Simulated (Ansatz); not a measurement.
# NaCaScS3O12, one structure, two calculations

Cell: a Materials Project structure (computed, not necessarily an observed phase), taken as it stands.

```cif
data_structure
_symmetry_space_group_name_H-M 'P 1'
_symmetry_Int_Tables_number 1
_cell_length_a 9.4864
_cell_length_b 9.4864
_cell_length_c 9.4864
_cell_angle_alpha 56.446
_cell_angle_beta 56.446
_cell_angle_gamma 56.446
_cell_volume 554.06
loop_
_atom_site_label
_atom_site_type_symbol
_atom_site_fract_x
_atom_site_fract_y
_atom_site_fract_z
_atom_site_occupancy
Na1 Na 0.49914 0.49914 0.49914 1
Na2 Na 0.99914 0.99914 0.99914 1
Ca3 Ca 0.35135 0.35135 0.35135 1
Ca4 Ca 0.85135 0.85135 0.85135 1
Sc5 Sc 0.65052 0.65052 0.65052 1
Sc6 Sc 0.15052 0.15052 0.15052 1
S7 S 0.54112 0.95055 0.25927 1
S8 S 0.95055 0.25927 0.54112 1
S9 S 0.25927 0.54112 0.95055 1
S10 S 0.04112 0.75927 0.45055 1
S11 S 0.75927 0.45055 0.04112 1
S12 S 0.45055 0.04112 0.75927 1
O13 O 0.51270 0.10094 0.28868 1
O14 O 0.10094 0.28868 0.51270 1
O15 O 0.28868 0.51270 0.10094 1
O16 O 0.01270 0.78868 0.60094 1
O17 O 0.78868 0.60094 0.01270 1
O18 O 0.60094 0.01270 0.78868 1
O19 O 0.48871 0.88285 0.72635 1
O20 O 0.88285 0.72635 0.48871 1
O21 O 0.72635 0.48871 0.88285 1
O22 O 0.98871 0.22635 0.38285 1
O23 O 0.22635 0.38285 0.98871 1
O24 O 0.38285 0.98871 0.22635 1
O25 O 0.41979 0.20893 0.60369 1
O26 O 0.20893 0.60369 0.41979 1
O27 O 0.60369 0.41979 0.20893 1
O28 O 0.91979 0.10369 0.70893 1
O29 O 0.10369 0.70893 0.91979 1
O30 O 0.70893 0.91979 0.10369 1
O31 O 0.55805 0.78215 0.42522 1
O32 O 0.78215 0.42522 0.55805 1
O33 O 0.42522 0.55805 0.78215 1
O34 O 0.05805 0.92522 0.28215 1
O35 O 0.92522 0.28215 0.05805 1
O36 O 0.28215 0.05805 0.92522 1
```

Atoms are numbered from 1 in the order listed; like atoms form one site, named after its first atom.

First run. Method: Kohn–Sham DFT in Ansatz, PBE, plane waves and PAW, scalar-relativistic, 420 eV cutoff, Γ-centred 3×3×3 k-points, Fermi–Dirac smearing 0.02 eV.

```csv
site,atom,V_zz (10²¹ V/m²),η
Na,1,-0.63,0.00
Ca,3,0.28,0.00
Sc,5,-0.89,0.00
S,7,-2.18,0.57
O13,13,12.89,0.06
O19,19,14.64,0.05
O25,25,13.45,0.09
O31,31,14.24,0.19
```

Second run. The same atoms and settings, except that the functional is r2SCAN and the cutoff is 500 eV.

Task: Given the first result, estimate the second.

Result: 

| site | atom | V_zz | η | change of V_zz |
| --- | --- | --- | --- | --- |
| Na | 1 | -0.63 | 0.00 | 0.00 |
| Ca | 3 | 0.27 | 0.00 | -0.01 |
| Sc | 5 | -0.89 | 0.00 | 0.00 |
| S | 7 | -2.28 | 0.59 | -0.10 |
| O13 | 13 | 13.24 | 0.06 | +0.35 |
| O19 | 19 | 15.08 | 0.05 | +0.44 |
| O25 | 25 | 13.88 | 0.09 | +0.43 |
| O31 | 31 | 14.70 | 0.19 | +0.46 |

The largest change of V_zz is on O31, from 14.24 to 14.70. In per cent, |V_zz| changes by +1 on Na, 0 on Sc, +5 on S, +3 on O (all sites that start above 0.5).

For the first run: The largest force is 0.4 eV/Å, so the atoms aren't at the calculated equilibrium and relaxing them would move these values.
For the second run: The largest force is 0.5 eV/Å, so the atoms aren't at the calculated equilibrium and relaxing them would move these values.
